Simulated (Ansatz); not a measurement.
**All-electron card of ZrAg2**

```
Zr Ag
1.0
    -1.77167    1.77167    4.50492
     1.77167   -1.77167    4.50492
     1.77167    1.77167   -4.50492
Zr Ag
1 2
Cartesian
  0.0000 0.0000 0.0000
  0.0000 0.0000 6.0590
  0.0000 0.0000 2.9508
```

Atoms are numbered in the order listed.

The cell is the one relaxed in the Materials Project (mp-1008601), not relaxed further here; entries there can be hypothetical.

Methods: DFT, PBEsol, all-electron LAPW, scalar-relativistic (Ansatz 0.2.0); DFT, PBEsol, PAW with Ansatz's default frozen-core files, scalar-relativistic (Ansatz 0.2.0).

For LAPW: a Γ-centred 14×14×14 k mesh, Fermi–Dirac smearing of 0.05 eV, basis error target 1 meV/atom, no spin polarisation. PAW takes a cutoff of 420 eV at this cell (files made with PBE, cores remade for this functional). The Ansatz runs share mesh, smearing and spin set-up. Values come from LAPW unless marked.

```
Pressure at this cell                                                                                                  : -36.4 kbar
Band gap                                                                                                               : none at this level of theory (metallic, semimetallic, or a small gap that the functional closes)
Stress xx, yy, zz (compression positive)                                                                               : -3.47, -3.47, -3.98 GPa
Largest force                                                                                                          : 0.015 eV/Å on Ag2
Density of states at the Fermi level (0.2 eV bin)                                                                      : 1.11 states/eV per cell
Löwdin charges (with 0.45 e of the cell spilling out of the atomic basis, so their sizes and signs hang on that basis) : Zr1 -0.11, Ag2 0.28 e
Bader charges (from the PAW run)                                                                                       : Zr1 +1.36, Ag2 -0.68 e
Volume per atom                                                                                                        : 18.85 Å³
```
